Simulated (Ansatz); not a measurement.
Sn (beta-Sn type, space group I4_1/amd)

```xyz
2
Lattice="-2.9431 2.9431 1.5919 2.9431 -2.9431 1.5919 2.9431 2.9431 -1.5919" Properties=species:S:1:pos:R:3 pbc="T T T"
Sn     0.0000     2.9431     0.7959
Sn     0.0000     0.0000     0.0000
```

The atoms are displaced by Q × the pattern below (from a DFPT mode at Γ, largest move 1; Q in Å), at fixed cell.

```csv
atom,x,y,z
Sn1,0.000,0.000,-1.000
Sn2,0.000,0.000,1.000
```

Level of theory: r2SCAN (plane waves to 500 eV, PAW, scalar-relativistic; Ansatz, a program for electronic structure). k mesh 17×17×17 (Γ-centred), Fermi-Dirac smearing 0.05 eV. The energy includes the smearing's −TS. With partly filled bands, energies and forces of such displacements shift with the k mesh and the smearing. Sn was relaxed with its symmetry unable to fall. ΔE is measured from the undisplaced structure.

### Question
Predict the ΔE (meV/cell) at Q (Å) = -0.120, -0.090, -0.060, 0.030, 0.090, 0.150.

### Answer
| Q (Å) | ΔE (meV/cell) |
|---|---|
| -0.120 | 13.4 |
| -0.090 | 7.8 |
| -0.060 | 3.5 |
| 0.030 | 0.9 |
| 0.090 | 7.8 |
| 0.150 | 20.0 |

(A displaced cell: forces are minus the slopes of the energy, force constants its curvatures, and phonons follow from these.)
